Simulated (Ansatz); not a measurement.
# Run on GdCd2 (P6/mmm) — no U

These are results of DFT, PBEsol, all-electron LAPW, scalar-relativistic in Ansatz 0.2.0, not measurements.

Command: `ansatz run input.yaml --threads 2 --pin off --max-ram 6144MiB --backend cpu --events-out ev --progress --plain --runs-dir out`

```yaml
crystal:
  lattice:
    - [4.9646396048, 0.0, 0.0]
    - [-2.4823198024, 4.2995040184, 0.0]
    - [0.0, 0.0, 3.4808024]
  atoms:
    - { symbol: Gd, position: [0.0, 0.0, 0.0], spin: 7.0 }
    - { symbol: Cd, position: [0.6666666667, 0.3333333333, 0.5] }
    - { symbol: Cd, position: [0.3333333333, 0.6666666667, 0.5] }
magnetization:
  spin_polarized: true
kpoints:
  mp_grid: { grid: [8, 8, 10] }
scf:
  occupations: { method: fermi_dirac, width: 0.03 }
hamiltonian:
  xc: pbesol
  pseudopotentials: { kind: all_electron, lapw: { basis_error: 0.001 } }
output:
  forces: true
  stress: true
  eigenvalues: true
  hubbard: { sites: [{ species: Gd, l: f }] }
  populations: true
```

Log:

```
Gd: projections on atomic orbitals take those of the free atom 1s2 2s2 2p6 3s2 3p6 3d10 4s2 4p6 4d10 4f7 5s2 5p6 5d1 6s2, of charge +0.00 (hamiltonian.pseudopotentials.projection_atoms)
Cd: projections on atomic orbitals take those of the free atom 1s2 2s2 2p6 3s2 3p6 3d10 4s2 4p6 4d10 5s2, of charge +0.00 (hamiltonian.pseudopotentials.projection_atoms)
LAPW: plane waves up to 8.020 Å⁻¹, error target 1.0e-3 eV per atom; small_component_spin mean_spin; Cd in spheres of 1.433 Å, 20 of its electrons in bands, Dirac shells []; Gd in spheres of 1.494 Å, 34 of its electrons in bands, Dirac shells [] (how accurate: hamiltonian.pseudopotentials.lapw.basis_error, Limitations)
Engine: ansatz 0.2.0
Pseudopotentials: kind: all_electron
Pseudopotential: Gd, LAPW, valence charge 34, lapw/all_electron/scalar/gaussian/Gd, Koelling and Harmon's equation, gaussian nucleus
Pseudopotential: Cd, LAPW, valence charge 20, lapw/all_electron/scalar/gaussian/Cd, Koelling and Harmon's equation, gaussian nucleus
Functional definition: PBEsol
  exchange = pbesol_x
  correlation = pbesol_c
Crystal: 3 atoms, lattice volume = 74.299 Å³
Basis set: ecut = 245.05786354265243 eV, 657 PW (Γ), exchange–correlation at level 2
Bands: 49, of which v1, the nominal top of the filled ones, is band 37 counted from 1 (36 counted from 0)
Symmetry: 24 space group operations
Space group: P6/mmm (ITA 191), of the structure as read, at distance tolerance 4.2e-5 Å
Magnetic group: BNS 191.233 (UNI 1463), of the structure as read, at distance tolerance 4.2e-5 Å
k-points: 60 of 640
Non-local potential: Gd, projectors of the file, none
Non-local potential: Cd, projectors of the file, none
Initial density: superposition of atomic densities (chi_scale 0.1, normalization cell)
Starting moments: Σ|m| = 7 μB on 1 of 3 sites
Initial wavefunctions: plane waves of lowest kinetic energy (no species holds an atomic orbital)
Functional: x = pbesol(κ = 0.804, μ = 0.12345679012345678), c = pbesol(β = 0.046)
iter 1 solved again at ethr=9.79e-4 eV; its pass at ethr=1.00e-1 eV (dr2=7.25e-1 eV) is discarded
[...]
  atom   2  Cd     0.00000000     0.00000000     0.00000000
  atom   3  Cd     0.00000000    -0.00000000     0.00000000
  max |Σ_I F_I| component: 9.25e-18 eV/Å
--- Stress (GPa, compression-positive) ---
       -2.537387      -0.000000       0.000000
       -0.000000      -2.537387       0.000000
        0.000000       0.000000      -2.393155
  P = ⅓ Tr σ = -2.4893 GPa (-24.893 kbar)
--- Band table (eV; the first three rows and the last of 120) ---
  k-point 0 ↑: bands = ["-256.4162", "-256.4162", "-256.4026", "-128.1484", "-128.1454", "-128.1454", "-128.1164", "-128.1164", "-87.2911", "-87.2855", "-48.3735", "-48.3735", "-48.3689", "-48.3620", "-48.3335", "-48.3335", "-30.0882", "-7.5320", "-7.5320", "-7.2601", "6.1614", "6.5398", "6.5398", "6.6425", "6.6425", "6.7759", "6.7759", "6.8043", "7.0444", "7.0444", "7.7802", "10.4805", "10.4919", …
  k-point 1 ↑: bands = ["-256.4162", "-256.4162", "-256.4026", "-128.1484", "-128.1454", "-128.1454", "-128.1164", "-128.1164", "-87.2911", "-87.2855", "-48.3735", "-48.3735", "-48.3693", "-48.3623", "-48.3335", "-48.3335", "-30.0850", "-7.5262", "-7.5262", "-7.3134", "6.1893", "6.5371", "6.5371", "6.6174", "6.6174", "6.7694", "6.7694", "6.8506", "7.0343", "7.0343", "7.9422", "10.4813", "10.4981", …
  k-point 2 ↑: bands = ["-256.4162", "-256.4162", "-256.4026", "-128.1484", "-128.1454", "-128.1454", "-128.1164", "-128.1164", "-87.2911", "-87.2854", "-48.3734", "-48.3734", "-48.3704", "-48.3633", "-48.3334", "-48.3334", "-30.0767", "-7.5109", "-7.5109", "-7.4502", "6.2600", "6.5073", "6.5073", "6.5768", "6.5768", "6.7523", "6.7523", "6.9739", "7.0080", "7.0080", "8.4181", "10.4834", "10.5092", …
  k-point 59 ↓: bands = ["-250.5323", "-250.5323", "-250.5247", "-122.3206", "-122.3206", "-122.3143", "-122.3143", "-122.3120", "-87.2821", "-87.2813", "-48.3709", "-48.3640", "-48.3630", "-48.3509", "-48.3441", "-48.3241", "-26.9361", "-5.4691", "-5.1946", "-5.1890", "6.1215", "6.2636", "6.4002", "6.4673", "6.6083", "6.7051", "7.0166", "7.1752", "7.1822", "7.4311", "11.8993", "12.4627", "14.7084 …
--- Löwdin populations: 3 sites ---
  site symbol       q [e]    m [muB]
     0     Gd     64.7651     7.3806
     1     Cd     47.1478    -0.0150
     2     Cd     47.1478    -0.0150
  spilling = 0.005871 (of n_electrons = 160.000000)
--- Occupation matrices: 1 shell (Löwdin-built; ε = 2.00e-2, provisional) ---
  Gd0 f_4F: site group D6h (6/mmm)
  Gd0 f_4F up     Tr n = 6.9958  λ = 0.999 0.999 0.999 0.999 1.000 1.000 1.000  [7× z3 0.14 E1u(0.29)]
  Gd0 f_4F dn     Tr n = 0.1497  λ = 0.010 0.013 0.020 0.022 0.022 0.032 0.032  [7× z3 0.14 E1u(0.29)]
  Tr n, λ and their labels are of the run-group-symmetrised matrices; stabiliser: 24 of 48 elements of G0×{1,Θ} (closed), max defect 4.1e-15 at τ = 4.2e-3
```

populations.tsv:

```
# site	symbol	l	j	q_up	q_dn
# orbitals = lowdin
# n_electrons = 160.000000
# spilling = 0.005871
# projection_atom_Gd: 1s2 2s2 2p6 3s2 3p6 3d10 4s2 4p6 4d10 4f7 5s2 5p6 5d1 6s2
# projection_atom_Cd: 1s2 2s2 2p6 3s2 3p6 3d10 4s2 4p6 4d10 5s2
0	Gd	0_1S	-	1.000000	1.000000
0	Gd	0_2S	-	0.999996	0.999996
0	Gd	0_3S	-	0.999949	0.999944
0	Gd	0_4S	-	0.999451	0.999400
0	Gd	0_5S	-	0.990567	0.991146
0	Gd	0_6S	-	0.519693	0.485049
0	Gd	1_2P	-	3.000000	3.000000
0	Gd	1_3P	-	2.999998	2.999999
0	Gd	1_4P	-	2.999964	2.999956
0	Gd	1_5P	-	2.995113	2.989069
0	Gd	2_3D	-	4.999997	4.999999
0	Gd	2_4D	-	4.999983	4.999938
0	Gd	2_5D	-	1.572406	1.078015
0	Gd	3_4F	-	6.995776	0.149737
1	Cd	0_1S	-	0.999999	0.999999
1	Cd	0_2S	-	0.999971	0.999969
1	Cd	0_3S	-	0.999538	0.999518
1	Cd	0_4S	-	0.993340	0.993067
1	Cd	0_5S	-	0.602700	0.621006
1	Cd	1_2P	-	3.000000	3.000000
1	Cd	1_3P	-	2.999990	2.999988
1	Cd	1_4P	-	2.998914	2.998647
1	Cd	2_3D	-	4.999998	4.999998
1	Cd	2_4D	-	4.971929	4.969212
2	Cd	0_1S	-	0.999999	0.999999
2	Cd	0_2S	-	0.999971	0.999969
2	Cd	0_3S	-	0.999538	0.999518
2	Cd	0_4S	-	0.993340	0.993067
2	Cd	0_5S	-	0.602700	0.621006
2	Cd	1_2P	-	3.000000	3.000000
2	Cd	1_3P	-	2.999990	2.999988
2	Cd	1_4P	-	2.998914	2.998647
2	Cd	2_3D	-	4.999998	4.999998
2	Cd	2_4D	-	4.971929	4.969212
```

Site moments (μB): Gd1 7.11, Cd2 0.01, Cd3 0.01. Cell moment 7.40 μB.

The magnetic group in the log treats spin as a scalar label, without spin–orbit coupling.

Spin–orbit coupling is left out although heavy atoms are present. With open f shells a run can end in a state that isn't the lowest. None of this fixes the real material's magnetic order: only patterns that fit the cell were computed, at zero temperature, with a functional that can overstate moments.

It took 67 s on 2 threads of Arm Neoverse V1 (shared host), peak memory 0.84 GiB.
